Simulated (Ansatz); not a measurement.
The structure comes from a relaxation in the same program, started in the CdI2 type, and has space group P-3m1. Whether it is a known phase or the ground state wasn't checked.

PtSe$_{2}$: DFT, PBE, all-electron LAPW, scalar-relativistic (Ansatz 0.2.0).

```yaml
crystal:
  lattice:
    - [3.7516095341, 0.0, 0.0]
    - [-1.875804767, 3.2489891616, 0.0]
    - [0.0, 0.0, 6.5011771938]
  atoms:
    - { symbol: Pt, position: [0.0, 0.0, 0.0] }
    - { symbol: Se, position: [0.3333333333, 0.6666666667, 0.2009858555] }
    - { symbol: Se, position: [0.6666666667, 0.3333333333, 0.7990141445] }
kpoints:
  mp_grid: { grid: [12, 12, 7] }
  band_path:
    path:
      - [0.0, 0.0, 0.0]
      - [0.5, 0.0, 0.0]
      - [0.3333333333, 0.3333333333, 0.0]
      - [0.0, 0.0, 0.0]
      - [0.0, 0.0, 0.5]
      - [0.5, 0.0, 0.5]
      - [0.3333333333, 0.3333333333, 0.5]
      - [0.0, 0.0, 0.5]
      - [0.5, 0.0, 0.5]
    npoints: 8
scf:
  occupations: { method: fermi_dirac, width: 0.05 }
hamiltonian:
  xc: pbe
  pseudopotentials: { kind: all_electron, lapw: { basis_error: 0.001 } }
output:
  forces: true
  stress: true
  eigenvalues: true
  populations: true
  dos: { projected: true, de: 0.2, e_range: [-14, 8] }
```

Output:

```
Pt: projections on atomic orbitals take those of the free atom 1s2 2s2 2p6 3s2 3p6 3d10 4s2 4p6 4d10 4f14 5s2 5p6 5d9 6s1, of charge +0.00 (hamiltonian.pseudopotentials.projection_atoms)
Se: projections on atomic orbitals take those of the free atom 1s2 2s2 2p6 3s2 3p6 3d10 4s2 4p4, of charge +0.00 (hamiltonian.pseudopotentials.projection_atoms)
LAPW: plane waves up to 8.962 Å⁻¹, error target 1.0e-3 eV per atom; small_component_spin mean_spin; Se in spheres of 1.214 Å, 24 of its electrons in bands, Dirac shells []; Pt in spheres of 1.316 Å, 42 of its electrons in bands, Dirac shells []
Engine: ansatz 0.2.0
Pseudopotentials: kind: all_electron
Pseudopotential: Pt, LAPW, valence charge 42, Koelling and Harmon's equation, gaussian nucleus
Pseudopotential: Se, LAPW, valence charge 24, Koelling and Harmon's equation, gaussian nucleus
Functional definition: PBE
  parameter kappa = 0.804
  parameter beta = 0.06672455060314922
  exchange = pbe_x(kappa = kappa, mu = beta*pi^2/3)
  correlation = pbe_c(beta = beta)
Crystal: 3 atoms, lattice volume = 79.242 Å³
Basis set: ecut = 305.97613453088195 eV, 991 PW (Γ), exchange–correlation at level 2
Bands: 54, of which v1, the nominal top of the filled ones, is band 45 counted from 1 (44 counted from 0)
Symmetry: 12 space group operations
Space group: P-3m1 (ITA 164), of the structure as read, at distance tolerance 4.3e-5 Å
k-points: 112 of 1008
Non-local potential: Pt, projectors of the file, none
Non-local potential: Se, projectors of the file, none
Initial density: superposition of atomic densities (chi_scale 0.1, normalization cell, long waves kept (reshape's long-wave potential 0.12 eV rms))
Initial wavefunctions: plane waves of lowest kinetic energy (no species holds an atomic orbital)
Functional: x = pbe(κ = 0.804, μ = 0.2195149727645171), c = pbe(β = 0.06672455060314922)
iter 1 solved again at ethr=1.78e-3 eV; its pass at ethr=1.00e-1 eV (dr2=1.60e0 eV) is discarded
SCF iter   1: F=—  HF=-633210.644583 eV  |F-HF|=—  |Δ(HF+E_count)|=         —  Δρ=3.70e-2  dr2=1.60e0  ethr=1.78e-3  ⟨swp⟩=2.0  Hψ=37393  notcnv=0
preconditioner: auto → Resta (q_TF=auto, 2.787 Å⁻¹)  ε∞=3.8  [insulator: Δε(μ)=1.168 eV  Ē_g=11.680 eV  σ=0.050 eV  W_gap=1.00  n_scr=34 (ndim 8)  ℏωp=19.6 eV  f_vac=0.317  D(μ)=0.00/eV (n_scr^D=0)  ε∞_Penn≈3.8]
SCF iter   2: F=—  HF=-633210.478090 eV  |F-HF|=—  |Δ(HF+E_count)|=   1.66e-1  Δρ=2.63e-2  dr2=1.51e0  ethr=1.78e-3  ⟨swp⟩=3.0  Hψ=19155  notcnv=0
iter 3 solved again at ethr=9.55e-5 eV; its pass at ethr=1.68e-3 eV (dr2=8.59e-2 eV) is discarded
SCF iter   3: F=—  HF=-633209.862860 eV  |F-HF|=—  |Δ(HF+E_count)|=   6.15e-1  Δρ=9.58e-3  dr2=8.59e-2  ethr=9.55e-5  ⟨swp⟩=2.0  Hψ=29913  notcnv=0
SCF iter   4: F=—  HF=-633209.856270 eV  |F-HF|=—  |Δ(HF+E_count)|=         —  Δρ=2.01e-3  dr2=5.57e-3  ethr=9.54e-5  ⟨swp⟩=2.0  Hψ=18368  notcnv=0
the basis was enlarged: its passes take 689.9 KiB over the memory plan, 1 of 1 planned eigensolver slots
SCF iter   5: F=—  HF=-633209.852993 eV  |F-HF|=—  |Δ(HF+E_count)|=   3.28e-3  Δρ=1.49e-3  dr2=3.35e-3  ethr=6.19e-6  ⟨swp⟩=2.0  Hψ=17588  notcnv=0
SCF iter   6: F=—  HF=-633209.853289 eV  |F-HF|=—  |Δ(HF+E_count)|=   2.96e-4  Δρ=4.30e-4  dr2=2.56e-4  ethr=3.72e-6  ⟨swp⟩=2.2  Hψ=17682  notcnv=0
SCF iter   7: F=—  HF=-633209.853492 eV  |F-HF|=—  |Δ(HF+E_count)|=   2.03e-4  Δρ=2.56e-4  dr2=1.33e-4  ethr=2.84e-7  ⟨swp⟩=3.0  Hψ=18229  notcnv=0
SCF iter   8: F=—  HF=-633209.853506 eV  |F-HF|=—  |Δ(HF+E_count)|=   1.37e-5  Δρ=1.24e-4  dr2=3.26e-5  ethr=1.47e-7  ⟨swp⟩=2.6  Hψ=17672  notcnv=0
SCF iter   9: F=—  HF=-633209.853497 eV  |F-HF|=—  |Δ(HF+E_count)|=   9.29e-6  Δρ=2.92e-5  dr2=1.35e-6  ethr=3.62e-8  ⟨swp⟩=2.4  Hψ=17647  notcnv=0
SCF iter  10: F=—  HF=-633209.853499 eV  |F-HF|=—  |Δ(HF+E_count)|=   2.72e-6  Δρ=7.75e-6  dr2=1.25e-7  ethr=1.50e-9  ⟨swp⟩=3.0  Hψ=18623  notcnv=0
SCF iter  11: F=-633209.853499 eV  HF=-633209.853499 eV  |F-HF|=2.44e-9  |Δ(HF+E_count)|=   1.93e-7  Δρ=1.78e-6  dr2=5.79e-9  ethr=1.39e-10  ⟨swp⟩=3.0  Hψ=18601  notcnv=0
SCF 1 converged in 11 iterations: F = -633209.853499 eV  dr2 = 5.79e-9
NSCF: frozen V_eff on 65 k-points
SCF converged after 11 iterations
Free energy (F): -633209.853499 eV
Harris-Foulkes:  -633209.853499 eV  (|F-HF|=2.44e-9)
Internal energy: -633209.853493 eV  (E = F + TS)
E sigma→0 (E₀):  -633209.853496 eV
Entropy (-TS):   -0.000007 eV (-0.002 meV/atom)
Fermi energy:    10.139044 eV
--- Per-component energies (eV) ---
  E_band       = -7279.044601
  E_kinetic    = 704275.745440
  E_xc         = -14484.210698
  E_electrostatic = -1323001.388234  (all electrons and nuclei)
  E_smearing   = -0.000007  (= −TS)
  E_closure    = 0.000000  (closes the sum)
  E_atoms      = -633195.561846  (free atoms, spherical and without spin; not in F)
  Σ components = -633209.853499   (vs F -633209.853499, Δ=0.00e0)
  Basis errors (estimates in eV, not in F): energy 4.5e-4 per atom: plane waves 4.1e-4 (2.4e-4 summed), levels above the bands 1.2e-90, relativity 8.0e-8, radial functions 4.4e-5, core shells 5.2e-7; eigenvalues (radial functions only) 1.6e-6; not estimated: angular momenta, meshes, grids; target (lapw.basis_error) 1.0e-3; muffin-tin radii Se 1.214 Å, Pt 1.316 Å
--- Forces (eV/Å), atoms counted from 1 ---
  atom   1  Pt     0.00000000     0.00000000     0.00000000
  atom   2  Se     0.00000000    -0.00000000    -0.00020394
  atom   3  Se     0.00000000     0.00000000     0.00020394
  max |Σ_I F_I| component: 4.63e-18 eV/Å
--- Stress (GPa, compression-positive) ---
        0.005361       0.000000       0.000000
        0.000000       0.005361      -0.000000
        0.000000      -0.000000       0.000934
  P = ⅓ Tr σ = 0.0039 GPa (0.039 kbar)
--- Band table (eV; the first three rows and the last of 112) ---
  k-point 0: bands = ["-293.8629", "-293.8629", "-293.7442", "-293.7442", "-293.7360", "-198.2366", "-198.2366", "-137.7158", "-137.7158", "-137.7158", "-137.7158", "-137.6748", "-137.6748", "-88.9751", "-57.5804", "-57.5712", "-57.5712", "-57.5198", "-57.4994", "-57.4994", "-57.4203", "-43.1985", "-43.1985", "-43.1264", "-37.9311", "-37.9311", "-37.9295", "-37.9295", "-37.9006", "-37.9006", "-37.8979", "-37.8979", "-37.8876", "-37.8873", "-4.5257", "-2.6917", "4.2610", "4.3974", "4.3974", "6.6342", "6.6342", "8.0657", "9.3984", "9.3984", "9.4545", "12.3059", "12.3059", "13.8464", "14.8669", "17.7979", "17.7979", "18.7841", "21.3085", "21.9796"]
  k-point 1: bands = ["-293.8629", "-293.8629", "-293.7442", "-293.7442", "-293.7360", "-198.2366", "-198.2366", "-137.7158", "-137.7158", "-137.7158", "-137.7158", "-137.6748", "-137.6748", "-88.9751", "-57.5804", "-57.5712", "-57.5712", "-57.5198", "-57.4994", "-57.4994", "-57.4203", "-43.1985", "-43.1985", "-43.1264", "-37.9311", "-37.9311", "-37.9295", "-37.9295", "-37.9006", "-37.9006", "-37.8979", "-37.8979", "-37.8876", "-37.8873", "-4.5179", "-2.7091", "4.3195", "4.3979", "4.3979", "6.6340", "6.6340", "8.0783", "9.2727", "9.3927", "9.3927", "12.3192", "12.3192", "14.0912", "14.8973", "17.7825", "17.7825", "18.4513", "21.4962", "21.8090"]
  k-point 2: bands = ["-293.8629", "-293.8629", "-293.7442", "-293.7442", "-293.7360", "-198.2366", "-198.2366", "-137.7158", "-137.7158", "-137.7158", "-137.7158", "-137.6748", "-137.6748", "-88.9751", "-57.5804", "-57.5712", "-57.5712", "-57.5198", "-57.4994", "-57.4994", "-57.4203", "-43.1985", "-43.1985", "-43.1264", "-37.9311", "-37.9311", "-37.9295", "-37.9295", "-37.9006", "-37.9006", "-37.8979", "-37.8979", "-37.8876", "-37.8873", "-4.4997", "-2.7485", "4.3989", "4.3989", "4.4581", "6.6335", "6.6335", "8.1255", "8.8722", "9.3800", "9.3800", "12.3493", "12.3493", "14.6450", "15.0018", "17.7472", "17.7472", "17.7523", "21.4629", "21.5316"]
  k-point 111: bands = ["-293.8629", "-293.8629", "-293.7442", "-293.7442", "-293.7360", "-198.2366", "-198.2366", "-137.7158", "-137.7158", "-137.7158", "-137.7158", "-137.6748", "-137.6748", "-88.9750", "-57.5804", "-57.5712", "-57.5712", "-57.5198", "-57.4994", "-57.4994", "-57.4203", "-43.2048", "-43.2048", "-43.1257", "-37.9307", "-37.9303", "-37.9303", "-37.9293", "-37.9008", "-37.8990", "-37.8990", "-37.8982", "-37.8872", "-37.8872", "-2.9000", "-2.9000", "4.2508", "4.6289", "4.6289", "6.0486", "6.0486", "6.9455", "7.1639", "8.3876", "8.3876", "11.4257", "11.4257", "15.9050", "17.0519", "17.0519", "17.6959", "19.8788", "20.1627", "20.1627"]
--- Löwdin populations: 3 sites ---
  site symbol       q [e]
     0     Pt     77.4481
     1     Se     34.1782
     2     Se     34.1782
  spilling = 0.001339 (of n_electrons = 146.000000)
```

populations.tsv:

```
# site	symbol	l	j	q
# orbitals = lowdin
# n_electrons = 146.000000
# spilling = 0.001339
# projection_atom_Pt: 1s2 2s2 2p6 3s2 3p6 3d10 4s2 4p6 4d10 4f14 5s2 5p6 5d9 6s1
# projection_atom_Se: 1s2 2s2 2p6 3s2 3p6 3d10 4s2 4p4
0	Pt	0_1S	-	2.000000
0	Pt	0_2S	-	1.999992
0	Pt	0_3S	-	1.999904
0	Pt	0_4S	-	1.999045
0	Pt	0_5S	-	1.985115
0	Pt	0_6S	-	0.775210
0	Pt	1_2P	-	6.000000
0	Pt	1_3P	-	6.000000
0	Pt	1_4P	-	5.999992
0	Pt	1_5P	-	5.998945
0	Pt	2_3D	-	10.000000
0	Pt	2_4D	-	9.999983
0	Pt	2_5D	-	8.689890
0	Pt	3_4F	-	13.999990
1	Se	0_1S	-	1.999998
1	Se	0_2S	-	1.999902
1	Se	0_3S	-	1.997850
1	Se	0_4S	-	1.891773
1	Se	1_2P	-	5.999998
1	Se	1_3P	-	5.999448
1	Se	1_4P	-	4.289560
1	Se	2_3D	-	9.999700
2	Se	0_1S	-	1.999998
2	Se	0_2S	-	1.999902
2	Se	0_3S	-	1.997850
2	Se	0_4S	-	1.891773
2	Se	1_2P	-	5.999998
2	Se	1_3P	-	5.999448
2	Se	1_4P	-	4.289560
2	Se	2_3D	-	9.999700
```
